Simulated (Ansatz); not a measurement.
Relax this structure to zero stress and force, keeping its symmetry:

```cif
data_structure
_symmetry_space_group_name_H-M 'Fm-3m'
_symmetry_Int_Tables_number 225
_cell_length_a 5.3437
_cell_length_b 5.3437
_cell_length_c 5.3437
_cell_angle_alpha 90.000
_cell_angle_beta 90.000
_cell_angle_gamma 90.000
_cell_volume 152.59
loop_
_atom_site_label
_atom_site_type_symbol
_atom_site_symmetry_multiplicity
_atom_site_Wyckoff_symbol
_atom_site_fract_x
_atom_site_fract_y
_atom_site_fract_z
_atom_site_occupancy
K1 K 4 a 0.00000 0.00000 0.00000 1
F1 F 4 b 0.50000 0.00000 0.00000 1
```

All numbers below come from DFT r2SCAN, scalar-relativistic, plane waves, PAW (Ansatz).

Cutoff 500 eV; k points 8×8×8 on the computed 2-atom cell (Γ-centred); Gaussian smearing, width 0.02 eV; no spin polarisation.

Problem. What does it relax to?

Solution. The volume goes down by 0.28 Å³/atom to 18.80 Å³/atom, and the energy falls by 0.4 meV/atom. Final structure:
```
K F
1.0
     0.00000    2.65879    2.65879
     2.65879    0.00000    2.65879
     2.65879    2.65879    0.00000
K F
1 1
Direct
  0.00000 0.00000 0.00000
  0.50000 0.50000 0.50000
```

Course of the relaxation (steps run on the plane waves of an earlier cell, and the basis is chosen afresh near the end, so energy and pressure can step there; trial steps that raised the energy were taken back; energies are free energies):

```json
{"step": "1", "E − E_final (meV/atom)": "0.4", "P (GPa)": "-0.49", "V (Å³/atom)": "19.07"}
{"step": "2", "E − E_final (meV/atom)": "-0.1", "P (GPa)": "0.01", "V (Å³/atom)": "18.80"}
{"step": "3", "E − E_final (meV/atom)": "0.0", "P (GPa)": "0.01", "V (Å³/atom)": "18.80"}
```

Cost: 1 run of about 0.096 core-minutes, on Arm Neoverse V2 (shared hosts).